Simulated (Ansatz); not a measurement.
SnS2:
```xyz
3
Lattice="3.6322 0.0000 0.0000 -1.8161 3.1456 0.0000 0.0000 0.0000 5.7006" Properties=species:S:1:pos:R:3 pbc="T T T"
Sn     0.0000     0.0000     0.0000
S      0.0000     2.0971     1.4671
S      1.8161     1.0485     4.2335
```

Relaxed with LDA.

Question: Decompose the optical modes at the zone centre into irreducible representations, and say which are infrared and Raman allowed.

Answer: Point group -3m: Γ_opt = A1g + A2u + Eg + Eu. Infrared: A2u, Eu. Raman: A1g, Eg.

Question: Assign frequencies (DFPT, DFT-LDA in the program Ansatz with PAW potentials; without the LO–TO term).

Answer: Eu 206, Eg 213, A1g 308, A2u 336 cm⁻¹.

Space group P-3m1 (CdI2 type). Symmetry was held in the LDA relaxation; of distortions, only those at the zone centre were tested. A crystal of weakly bound layers computed without a dispersion correction: the cell and the soft elastic constants depend strongly on that. Scalar-relativistic: spin–orbit coupling is off unless named, which matters more the heavier the elements.

Potentials: the later of the program's two PAW sets.
